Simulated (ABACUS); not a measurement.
Consider a self-consistent single point of Nb (P-1, 7 atoms in the cell; from Materials Project mp-1104341, lattice scaled a little).

```
Nb
1.0
    2.84483     0.00000     0.00000
    0.16462     4.77615     0.00000
    0.77675     1.94121     9.96402
Nb
7
Cartesian
  2.32160   2.14907   5.69194
  1.46460   4.56830   4.27207
  3.33334   4.49185   7.11032
  0.45286   2.22552   2.85369
  1.31320   2.03375   8.53587
  2.47300   4.68361   1.42814
  1.50472   2.38808   0.00000
```

Level of theory: PBEsol, PseudoDojo 0.4 standard norm-conserving PBEsol (tails mended) pseudopotentials (plane waves; ABACUS).

ABACUS settings:

* **KPT**: Gamma 5 3 2 0.5 0.5 0.5
* **basis_type**: pw
* **dft_functional**: PBESOL
* **ecutwfc**: 82 Ry
* **smearing_method**: mv
* **smearing_sigma**: 0.00734986 Ry
* **potentials**: PseudoDojo 0.4 standard norm-conserving PBEsol (tails mended)
* **symmetry**: 1
* **ks_solver**: cg
* **scf_nmax**: 100
* **scf_thr**: 1.0e-09 Ry
* **mixing_type**: broyden

Results:

```
Property                                                   Value
------------------------------------------------  --------------
Number of valence electrons                                   91
Number of bands                                               56
Number of k-points after the program's reduction              15
Number of plane waves (most at a k-point)                  11476
Number of SCF iterations                                      13
FFT grid                                           32 × 54 × 120
Free energy E − TS                                -11857.0318 eV
Fermi level (on the code's own zero)                    16.40 eV
Pressure                                              -15.37 GPa
Largest force (vector length)                         0.050 eV/Å
```

Forces (eV/Å):
```json
[
 {"atom": "Nb1", "Fx": "-0.022", "Fy": "-0.021", "Fz": "-0.004"},
 {"atom": "Nb2", "Fx": "0.022", "Fy": "0.021", "Fz": "0.004"},
 {"atom": "Nb3", "Fx": "-0.044", "Fy": "-0.022", "Fz": "0.009"},
 {"atom": "Nb4", "Fx": "0.044", "Fy": "0.022", "Fz": "-0.009"},
 {"atom": "Nb5", "Fx": "-0.035", "Fy": "-0.015", "Fz": "-0.001"},
 {"atom": "Nb6", "Fx": "0.035", "Fy": "0.015", "Fz": "0.001"},
 {"atom": "Nb7", "Fx": "0.000", "Fy": "0.000", "Fz": "0.000"}
]
```

Stress (GPa, positive for compression):
```
-14.97   -1.23    0.40
 -1.23  -14.74    1.39
  0.40    1.39  -16.40
```

The structure comes from a collection of computed structures, made at another level of theory; the collection holds predicted forms beside known ones. Its lattice was then scaled. No clean gap shows at this smearing width and mesh (spacing up to 0.45 Å⁻¹); the mesh is coarse for partly filled bands, so the values carry mesh errors.

Cost on one core: around 8 core-minutes (rough).

“Tails mended”: in these copies of the files the far tail of each local potential was reset to the Coulomb form.
